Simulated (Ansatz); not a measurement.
The end of the path is a generated cell of F2: the first start was made by placing the elements on the sites of a structure type, and the end was not matched to a known phase here, so it may be hypothetical.

A geometry of F2 away from equilibrium: the start of the relaxation of a generated trial cell of F2 in the AFLOW prototype A_hR2_166_c. These are r2SCAN (plane waves to 500 eV, PAW, scalar-relativistic; Ansatz, a quantum-chemistry and plane-wave program) values and carry that method's errors. Γ-centred k-mesh 10×10×10 on the run's cell, Fermi–Dirac smearing 0.05 eV.

```xyz
2
Lattice="1.8825 1.0869 4.3045 -1.8825 1.0869 4.3045 0.0000 -2.1737 4.3045" Properties=species:S:1:pos:R:3:forces:R:3 pbc="T T T" free_energy=-1613.738 pressure_GPa=-0.6
F      0.0000     0.0000     0.7012    0.0000    0.0000   -0.2211
F      0.0000     0.0000    12.2123    0.0000    0.0000    0.2211
```

Positions in Å, forces in eV/Å, free energy of the cell in eV (comparable only within this code, potentials and settings). Largest force: 0.22 eV/Å, on F1, F2 (atoms numbered as listed); the geometry lies 0.03 eV/atom above the end of its relaxation.

No spin polarisation in the result. Without a van der Waals term the distances between weakly bound units are poorly fixed.

The run could not lose the symmetry of its start: the end is stationary, and may be a saddle point rather than a minimum.
